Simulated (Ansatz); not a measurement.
With plane-wave PAW PBEsol (Ansatz code), Si3Ge in the tetragonal phase (P-4m2; Si on 2g, Si on 1a, Ge on 1c) relaxes to a = 3.881 Å, c = 5.478 Å. Si on 2g has 4 nearest neighbours from 2.36 Å (tetrahedral); Si on 1a has 4 nearest neighbours from 2.36 Å (tetrahedral); Ge has 4 nearest neighbours from 2.39 Å (tetrahedral). Its formation energy from the elements is 0.011 eV/atom, with no fitted shifts.

The Kohn–Sham gap is 0.25 eV (indirect). The valence maximum lies at Γ and the conduction minimum at M. HSE06 on the same cell gives 0.92 eV. Gap from PBEsol with spin–orbit coupling: 0.21 eV. The electron mass is 0.18, 0.40, 0.40 mₑ (principal values).

The bulk modulus is 87.4 GPa. The relaxed-ion elastic constants in GPa are C11 = 175, C12 = 30.9, C13 = 57.7, C33 = 146, C44 = 71.2, C66 = 45.0. The elastic constants imply a Debye temperature near 521 K. Without the LO–TO term the highest mode at Γ lies at 487 cm⁻¹.

The start of the workflow was typed in or built on a structure type; neither database checked (COD, Materials Project) lists it. Its standing as an ambient phase is unchecked. The PBEsol relaxation kept the symmetry of its start; whether a distortion lowers the energy is not shown. The references are the lowest solids computed at this level, not always the standard phases. Scalar-relativistic: spin–orbit coupling is off unless named, which matters more the heavier the elements.

Potentials: the earlier of the program's two PAW sets. The files were generated under PBE; for other functionals the program regenerates the frozen cores, and for LDA and PBEsol the local potential too.
